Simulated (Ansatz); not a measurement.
Values for one crystal, relaxed and computed with PBEsol in the plane-wave PAW code Ansatz; other levels are named.

```yaml
volume_per_atom: 14.05 Å³
electronic_character: metallic (no gap)
hill_bulk_and_shear_moduli: 387 and 244 GPa
mechanical_stability: stable (all eigenvalues of C positive)
Bulk modulus (Birch–Murnaghan fit): 387 GPa
Poisson's ratio: 0.24
Elastic constants (relaxed ions, GPa): C11 = 647, C12 = 257, C44 = 284
```

### Question
Which of these materials gives this?
A) Ni, fcc (Cu type)
B) Ir, fcc (Cu type)
C) Al, fcc (Cu type)
D) Ag, fcc (Cu type)

### Answer
B, Ir, fcc (Cu type)

Space group Fm-3m (fcc (Cu type)). The PBEsol relaxation kept the symmetry of its start. The run is not spin-polarised. As this level gives no gap, shear constants depend on the k-mesh and smearing (Fermi–Dirac, 0.1 eV here). Spin–orbit coupling is left out wherever it is not named.

Potentials: the earlier of the program's two PAW sets. The files were generated under PBE; for other functionals the program regenerates the frozen cores, and for LDA and PBEsol the local potential too.
